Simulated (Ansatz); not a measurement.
Convergence test, TeAs2

All numbers below come from DFT PBE, scalar-relativistic, plane waves, PAW (Ansatz).

```
Te As
1.0
    -3.55645    3.55645    2.94052
     3.55645   -3.55645    2.94052
     3.55645    3.55645   -2.94052
Te As
2 4
Direct
  0.75000 0.25000 0.50000
  0.00000 0.00000 0.00000
  0.37500 0.62500 0.25000
  0.37500 0.12500 0.75000
  0.37500 0.62500 0.75000
  0.87500 0.62500 0.25000
```

```
Γ-centred k-mesh               : 8×8×8
occupation rule                : Gaussian smearing, 0.1 eV
spin treatment                 : unpolarised
valence charge of the PAW sets : Te 16, As 15
```

The atoms are held and the plane-wave cutoff is swept. Energies are extrapolated to zero smearing and count from the reference run, 850 eV. The cell isn't necessarily relaxed at this level. Spin–orbit coupling is left out. Pressure is positive in compression and holds a correction for the finite cutoff (Pulay stress).

Times are rough; the reference took 23 s on 1 thread of AMD EPYC 9R45 96-Core Processor (Zen 5), with other jobs on the host, peak memory 1.3 GiB.

Task: Tried: 150, 200, 250, 300, 350, 380, 420, 460, 520, 600, 700, 850 eV. From which plane-wave cutoff on does the energy per atom stay within 100, 10 and 1 meV of the reference?

Result: 300 for 100 meV, 350 for 10 meV, 420 for 1 meV. The reference itself isn't shown to be converged.

```csv
cutoff (eV),ΔE (meV/atom),P (GPa),plane waves at Γ,wall time (s)
150,32644,-1.85,629,2.2
200,5622,-2.67,979,2.8
250,743,-0.24,1319,3.8
300,61.5,-0.59,1737,4.4
350,4.07,-0.69,2193,6.2
380,1.65,-0.69,2537,6.5
420,0.92,-0.69,2893,11
460,0.48,-0.69,3347,8.8
520,0.18,-0.69,4015,14
600,0.07,-0.69,4975,14
700,0.03,-0.69,6273,22
850,0.00,-0.69,8321,23
```